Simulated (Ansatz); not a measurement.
Given:

Relaxed TiC (rock salt):

```
CELL_PARAMETERS angstrom
      0.00000     4.32850     4.32850
      2.16425     0.00000     2.16425
      2.16425     2.16425     0.00000
ATOMIC_POSITIONS crystal
  C  0.00000 0.00000 0.00000
  C  0.50000 0.00000 0.00000
  Ti 0.25000 0.50000 0.50000
  Ti 0.75000 0.50000 0.50000
```

The atoms are displaced by Q × the pattern below (from a DFPT mode at L = (0.5, 0.0, 0.0), largest move 1; Q in Å), at fixed cell. It is one choice among 2 degenerate patterns. (q is in reciprocal vectors of the primitive cell; the cell shown is doubled to hold the pattern.)

```csv
atom,x,y,z
C1,0.285,-0.520,0.805
C2,-0.285,0.520,-0.805
```

Atoms not listed stay in place.

The numbers are results of r2SCAN (plane waves to 500 eV, PAW, scalar-relativistic; Ansatz, a first-principles code), not measurements. k mesh 9×18×18 (Γ-centred), Fermi-Dirac smearing 0.05 eV. The energy includes the smearing's −TS. With partly filled bands, energies and forces of such displacements shift with the k mesh and the smearing. The PAW data are Ansatz's earlier set. TiC is run without spin polarisation. TiC was relaxed with its symmetry unable to fall. ΔE is measured from the undisplaced structure.

The scan covers Q from -0.100 to 0.100 Å in 13 points.

Task: Which space group does the distorted structure have?

Result: P-1 (No. 2), lowered from Fm-3m.

Task: Is this a single well or a double well?

Result: A single well with its minimum at or next to zero displacement.

Task: What is the energy change at Q = 0.100 Å?

Result: 147 meV/cell.

Task: What harmonic wavenumber does the curvature at Q = 0 give?

Result: 577 cm⁻¹.

(A displaced cell: forces are minus the slopes of the energy, force constants its curvatures, and phonons follow from these.)
